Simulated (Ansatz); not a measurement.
La₂MgSe₄: La-139 NMR of the central transition

Cell: a computed structure from the Materials Project (it need not be an observed phase), atoms as given.

```cif
data_La2MgSe4
_symmetry_space_group_name_H-M 'I-42d'
_symmetry_Int_Tables_number 122
_cell_length_a 8.8251
_cell_length_b 8.8251
_cell_length_c 9.3688
_cell_angle_alpha 90.000
_cell_angle_beta 90.000
_cell_angle_gamma 90.000
loop_
_atom_site_label
_atom_site_type_symbol
_atom_site_symmetry_multiplicity
_atom_site_Wyckoff_symbol
_atom_site_fract_x
_atom_site_fract_y
_atom_site_fract_z
La La 8 d 0.1327 0.2500 0.6250
Mg Mg 4 a 0.0000 0.0000 0.0000
Se Se 16 e 0.0683 0.1993 0.3070
```

One atom of each set is listed; the run and its k-mesh use a cell of 14 atoms with edges of 7.80, 7.80, 7.80 Å.

All values are calculated (Ansatz; DFT, r2SCAN, plane waves and PAW, scalar-relativistic, 500 eV cutoff, Γ-centred 5×5×5 k-points, Fermi–Dirac smearing 0.02 eV), not measured.

La-139 has I = 7/2 and Q = 206.0 mb (Pyykkö 2018); at 7.05 T its Larmor frequency is ν₀ = 42.7 MHz (from the bare nuclear moment; shielding lowers the observed one by a per cent or two). Only the quadrupole interaction is simulated: positions count from each site's isotropic chemical shift, and shift anisotropy, dipolar and J coupling are left out.

Task: Simulate the second-order pattern (static powder, Gaussian broadening 60 kHz) of site La (8 Se at 2.94–3.40 Å).

Result: The calculation gives C_Q = 49.0 MHz and η = 0.58, so ν_Q = 3.50 MHz and the centre of gravity lies at -3726 ppm (-159 kHz).

offset (kHz), height and a bar:
```
   -817.7          1 
   -762.8         16 #####
   -707.9         38 ###########
   -652.9         43 #############
   -598.0         45 #############
   -543.0         48 ##############
   -488.1         51 ###############
   -433.2         55 ################
   -378.2         60 ##################
   -323.3         67 ####################
   -268.4         79 ########################
   -213.4        100 ##############################
   -158.5         94 ############################
   -103.6         81 ########################
    -48.6         77 #######################
      6.3         76 #######################
     61.3         71 #####################
    116.2         89 ###########################
    171.1         91 ###########################
    226.1         52 ###############
    281.0         42 ############
    335.9         35 ###########
    390.9         14 ####
    445.8          1
```

Without spin–orbit coupling (the program notes it for La) the gradients are little affected as a rule: paired runs on crystals with a gap mostly move them by under 2 % at such atoms.
